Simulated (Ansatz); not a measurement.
YN (rock salt)

```xyz
2
Lattice="0.0000 2.4478 2.4478 2.4478 0.0000 2.4478 2.4478 2.4478 0.0000" Properties=species:S:1:pos:R:3 pbc="T T T"
N      0.0000     0.0000     0.0000
Y      2.4478     2.4478     2.4478
```

The slice is a {110} plane (indices of the conventional cell) through the point (0.000, 0.000, 0.000) (fractional), spanned by u = [100] and v = [1 -1 -1] in vectors of this cell: u (3.46 Å) and v (4.90 Å, at 90° to u). It covers one period; positions are fractions (u, v).

The numbers are results of r2SCAN (plane waves to 500 eV, PAW, scalar-relativistic; Ansatz, an electronic-structure program), not measurements. k mesh 12×12×12. Near the nuclei the fields are pseudised (PAW); where an atom keeps semicore shells as valence, they peak there. YN is run without spin polarisation. YN was relaxed with its symmetry unable to fall.

Three fields on this plane, each scaled to ten steps between its own extremes (0 low, 9 high; the total valence density on a logarithmic scale, the potential cut 8 eV below its top; x marks points blanked near nuclei; v = 0 in the bottom row):

Map A
```
|xxxxxxx8643223468xxxxxx|
|xxxxxxx7542222457xxxxxx|
|xxxxxx865321123568xxxxx|
|xxxxxx764311113467xxxxx|
|xxxxx86432100123468xxxx|
|xxx876532100001235678xx|
|88876542110000112456788|
|88765432100000012345678|
|99876431100000011346789|
|xxx986421000000124689xx|
|xxxxx85321000012358xxxx|
|xxxxxx753111111357xxxxx|
|xxxxxx964211112469xxxxx|
|xxxxxxx7532222357xxxxxx|
|xxxxxxx8532222358xxxxxx|
|xxxxxxx9532222359xxxxxx|
|xxxxxxx8532222358xxxxxx|
|xxxxxxx7532222357xxxxxx|
|xxxxxx964211112469xxxxx|
|xxxxxx753111111357xxxxx|
|xxxxx85321000012358xxxx|
|xxx986421000000124689xx|
|99876431100000011346789|
|88765432100000012345678|
|88876542110000112456788|
|xxx876532100001235678xx|
|xxxxx86432100123468xxxx|
|xxxxxx764311113467xxxxx|
|xxxxxx865321123568xxxxx|
|xxxxxxx7542222457xxxxxx|
|xxxxxxx8643223468xxxxxx|
|xxxxxxx8643223468xxxxxx|
```

Map B
```
|xxxxxxx8521111258xxxxxx|
|xxxxxxx7421001247xxxxxx|
|xxxxxx963210012369xxxxx|
|xxxxxx743100001347xxxxx|
|xxxxx85321000012358xxxx|
|xxx975321000000123579xx|
|87754321000000001234577|
|44432210000000000122344|
|22221100000000000011222|
|xxx100000000000000001xx|
|xxxxx00000000000000xxxx|
|xxxxxx000000000000xxxxx|
|xxxxxx000000000000xxxxx|
|xxxxxxx0000000000xxxxxx|
|xxxxxxx0000110000xxxxxx|
|xxxxxxx0000110000xxxxxx|
|xxxxxxx0000110000xxxxxx|
|xxxxxxx0000000000xxxxxx|
|xxxxxx000000000000xxxxx|
|xxxxxx000000000000xxxxx|
|xxxxx00000000000000xxxx|
|xxx100000000000000001xx|
|22221100000000000011222|
|44432210000000000122344|
|87754321000000001234577|
|xxx975321000000123579xx|
|xxxxx85321000012358xxxx|
|xxxxxx743100001347xxxxx|
|xxxxxx963210012369xxxxx|
|xxxxxxx7421001247xxxxxx|
|xxxxxxx8521111258xxxxxx|
|xxxxxxx8531111358xxxxxx|
```

Map C
```
|xxxxxxx1122222211xxxxxx|
|xxxxxxx1122332211xxxxxx|
|xxxxxx112233332211xxxxx|
|xxxxxx122333333221xxxxx|
|xxxxx11233444433211xxxx|
|xxx111223344443322111xx|
|00011223344444433221100|
|00112334444444444332110|
|00123444444444444443210|
|xxx466655444444556664xx|
|xxxxx87655444455678xxxx|
|xxxxxx975444444579xxxxx|
|xxxxxx975443344579xxxxx|
|xxxxxxx7543333457xxxxxx|
|xxxxxxx7543333457xxxxxx|
|xxxxxxx6533223356xxxxxx|
|xxxxxxx7543333457xxxxxx|
|xxxxxxx7543333457xxxxxx|
|xxxxxx975443344579xxxxx|
|xxxxxx975444444579xxxxx|
|xxxxx87655444455678xxxx|
|xxx466655444444556664xx|
|00123444444444444443210|
|00112334444444444332110|
|00011223344444433221100|
|xxx111223344443322111xx|
|xxxxx11233444433211xxxx|
|xxxxxx122333333221xxxxx|
|xxxxxx112233332211xxxxx|
|xxxxxxx1122332211xxxxxx|
|xxxxxxx1122222211xxxxxx|
|xxxxxxx1122222211xxxxxx|
```

Q: Assign the maps to these fields: density of the lowest conduction band (whole band as if filled, smooth part); density of the highest valence band (whole band, smooth part); valence electron density.

A: A is the valence electron density; B is the density of the highest valence band (whole band, smooth part); C is the density of the lowest conduction band (whole band as if filled, smooth part).
